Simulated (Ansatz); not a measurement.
**PdPt$_{3}$S$_{8}$ (P-3m1) at 2 levels of theory**

One geometry, relaxed with PBE; plane waves with PAW potentials in Ansatz, scalar-relativistic. No spin polarisation. Gaps are the least over mesh and band path; pressure is positive in compression.

```cif
data_structure
_symmetry_space_group_name_H-M 'P-3m1'
_symmetry_Int_Tables_number 164
_cell_length_a 3.5723
_cell_length_b 3.5723
_cell_length_c 25.8517
_cell_angle_alpha 90.000
_cell_angle_beta 90.000
_cell_angle_gamma 120.000
_cell_volume 285.71
loop_
_atom_site_label
_atom_site_type_symbol
_atom_site_symmetry_multiplicity
_atom_site_Wyckoff_symbol
_atom_site_fract_x
_atom_site_fract_y
_atom_site_fract_z
_atom_site_occupancy
Pd1 Pd 1 a 0.00000 0.00000 0.00000 1
Pt1 Pt 2 c 0.00000 0.00000 0.24838 1
Pt2 Pt 1 b 0.00000 0.00000 0.50000 1
S1 S 2 d 0.66667 0.33333 0.20080 1
S2 S 2 d 0.66667 0.33333 0.45242 1
S3 S 2 d 0.66667 0.33333 0.70404 1
S4 S 2 d 0.66667 0.33333 0.95244 1
```

```
level  cutoff (eV)   k mesh  gap (eV)  pressure (GPa)
  PBE          420  12×12×1      1.08             0.0
```

**Question.** What comes out on the same cell with LDA?

**Answer.**
| level | cutoff (eV) | k mesh | gap (eV) | pressure (GPa) |
| --- | --- | --- | --- | --- |
| LDA | 420 | 12×12×1 | 1.00 | -5.5 |

Spin-orbit coupling matters for the bands of heavy elements and is left out. The cell holds layers, chains or molecules and no dispersion correction was added, so their binding is poorly described.

The structure comes from a generated guess; another structure or a mixture of phases may lie lower.
